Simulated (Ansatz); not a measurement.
Put YMnC4N4 in P-43m (No. 215): Y on 1a; Mn on 1b; C on 4e; N on 4e. The cell of YMnC4N4 is invented: two interpenetrating cyanide-bridged diamond nets.

These are results of DFT PBE, scalar-relativistic, plane waves, PAW (Ansatz 0.2.0), not measurements. Cutoff 420 eV, Γ-centred mesh, Gaussian smearing, collinear spin.

Formation energies are uncorrected and refer to the elements' standard structures at the same level (N₂ as a molecule).

Problem. Predict the relaxed structure.

Solution.

Space group P-43m (No. 215). a = 6.415 Å, b = 6.415 Å, c = 6.415 Å, α = 90.00°, β = 90.00°, γ = 90.00°
| atom | site | symmetry | x | y | z |
| --- | --- | --- | --- | --- | --- |
| Y | 1a | -43m | 0.0000 | 0.0000 | 0.0000 |
| Mn | 1b | -43m | 0.5000 | 0.5000 | 0.5000 |
| C | 4e | .3m | 0.2153 | 0.2153 | 0.2153 |
| N | 4e | .3m | 0.3212 | 0.3212 | 0.3212 |

Around Y lie 4 C at 2.39 Å; Mn has 4 N at 1.99 Å; C is surrounded by 1 N at 1.18 Å and 1 Y at 2.39 Å; N is surrounded by 1 C at 1.18 Å and 1 Mn at 1.99 Å. Another local minimum with the same sites may exist.

Problem. Where does its energy lie, and is it a metal?

Solution. The formation energy is +0.17 eV/atom. The gap on the 6×6×6 mesh of the 10-atom cell is 0 eV (a metal) and the net moment per atom is 0.40 μB. The moment by site is Y -0.1; Mn 3.4 μB. It can't be a ground state, since the elements alone are lower.

The last run used collinear spin and Gaussian smearing of 0.10 eV. In such compounds of Mn a zero gap at this level may well be an artefact, since no Hubbard U is applied. The reference form of C is held partly by dispersion forces, which this level lacks. The magnetic state reached may not be the lowest. A structure relaxed within its symmetry needn't be a true minimum. Site moments count only spheres around the atoms; the net moment includes the space between them.
